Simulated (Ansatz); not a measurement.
VSi₂:
```yaml
crystal:
  lattice:
    - [4.52222, 0.00000, 0.00000]
    - [-2.26111, 3.91635, 0.00000]
    - [0.00000, 0.00000, 6.32164]
  atoms:
    - { symbol: V, position: [0.00000, 0.50000, 0.16667] }
    - { symbol: V, position: [0.50000, 0.00000, 0.50000] }
    - { symbol: V, position: [0.50000, 0.50000, 0.83333] }
    - { symbol: Si, position: [0.83688, 0.67377, 0.50000] }
    - { symbol: Si, position: [0.16312, 0.83688, 0.83333] }
    - { symbol: Si, position: [0.32623, 0.16312, 0.16667] }
    - { symbol: Si, position: [0.16312, 0.32623, 0.50000] }
    - { symbol: Si, position: [0.83688, 0.16312, 0.83333] }
    - { symbol: Si, position: [0.67377, 0.83688, 0.16667] }
```

This is the PBEsol-relaxed structure. Tensor components refer to the Cartesian frame of this cell.

Q: All from PBEsol (plane waves, PAW; program Ansatz), unless another level is named. Estimate the Poisson's ratio.

A: 0.17.

Q: Give the elastic constants (relaxed ions, GPa).

A: C11 = 397, C12 = 60.6, C13 = 79.2, C33 = 463, C44 = 140.

Space group P6_222. The cell was relaxed with PBEsol under the symmetry of its start; of distortions, only those at the zone centre were tested. The run is not spin-polarised. As this level gives no gap, shear constants depend on the k-mesh and smearing (Fermi–Dirac, 0.1 eV here).

Potentials: the later of the program's two PAW sets.
